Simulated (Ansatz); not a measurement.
Computed with Ansatz, not measured. Plane-wave DFT: an element X is put into a periodic supercell of the crystal below and the atoms relax. X is one of the candidates, and is told by the neutral defect's formation energy over the elements (uncorrected), its moments where the run had spin, and its relaxed neighbours, eight at most.

```
cell
1.0
     2.4783   -4.1793    0.0000
     2.4783    4.1793    0.0000
     0.0000    0.0000    3.9753
Al Gd Ni
1 1 4
Direct
  0.0000 0.0000 0.5000
  0.5000 0.5000 0.0000
  0.1700 0.8300 0.0000
  0.8300 0.1700 0.0000
  0.0000 0.5000 0.5000
  0.5000 0.0000 0.5000
```

| quantity | value |
| --- | --- |
| host atoms in supercell | 24 |
| functional | PBEsol |
| wave cutoff | 420 eV |
| k mesh | 4, 4, 3 |
| k shift | 0.5, 0.5, 0 mesh steps |
| gaussian smearing | 0.05 eV |
| start displacement | 0.05 angstrom |
| electrons started on | no chosen atoms |
| candidate elements | Sc, Y, Ba, La, Eu, Yb |
| found formation energy | 1.964 eV |
| found moment change of cell | 0.17 muB |
| found absolute moment of cell | 28.8 muB |
| found largest move from host sites | 0.412 angstrom |
| found added atom moment | 0.04 muB |

```csv
supercell vector,supercell times a (host cell vectors),supercell times b (host cell vectors),supercell times c (host cell vectors)
A,1,1,-1
B,-1,-1,-1
C,-1,1,0
```

| change element | change kind | change place a (host cell vectors) | change place b (host cell vectors) | change place c (host cell vectors) |
| --- | --- | --- | --- | --- |
| X | on Ni | -0.83 | 0.83 | -1 |

| found neighbour element | found neighbour distance (angstrom) |
| --- | --- |
| Ni | 2.519 |
| Ni | 2.519 |
| Ni | 2.519 |
| Ni | 2.519 |
| Ni | 2.653 |
| Ni | 2.653 |
| Al | 2.763 |
| Al | 2.763 |

Task: Which element is X?

Result: Yb.

Caveats: Gd without a U keeps its half-filled shell, but its 4f levels lie too near the Fermi level; open f or d shells may hold a state above the lowest; one random start near the defect, so other minima are possible; the supercell is small.
